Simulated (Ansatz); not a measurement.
BN in space group P4_2/mmc (No. 131; B on 2c, N on 2e) under volume change, the program Ansatz at the PBE level (PAW), shape and atoms relaxed at each volume.

```json
[
 {"V (Å³/atom)": "6.108", "E − E(relaxed) (meV/atom)": "54.1", "P (GPa)": "30.82"},
 {"V (Å³/atom)": "6.310", "E − E(relaxed) (meV/atom)": "22.9", "P (GPa)": "19.11"},
 {"V (Å³/atom)": "6.511", "E − E(relaxed) (meV/atom)": "5.5", "P (GPa)": "8.88"},
 {"V (Å³/atom)": "6.712", "E − E(relaxed) (meV/atom)": "0.0", "P (GPa)": "-0.02"},
 {"V (Å³/atom)": "6.914", "E − E(relaxed) (meV/atom)": "5.0", "P (GPa)": "-7.70"},
 {"V (Å³/atom)": "7.115", "E − E(relaxed) (meV/atom)": "18.9", "P (GPa)": "-14.34"},
 {"V (Å³/atom)": "7.317", "E − E(relaxed) (meV/atom)": "40.7", "P (GPa)": "-20.12"}
]
```

Question: What does a third-order Birch–Murnaghan fit give for V₀, B₀ and B′?

Answer: V₀ = 6.71 Å³/atom, B₀ = 274 GPa, B′ = 3.7.

A made-up cell: these elements were put on the sites of a structure type; neither database checked (COD, Materials Project) lists it. It is not the phase usual at ambient conditions (space group No. 186, 194, 216). The cell was relaxed with PBE under the symmetry of its start; its stability against distortions is not shown here.

Potentials: the later of the program's two PAW sets.
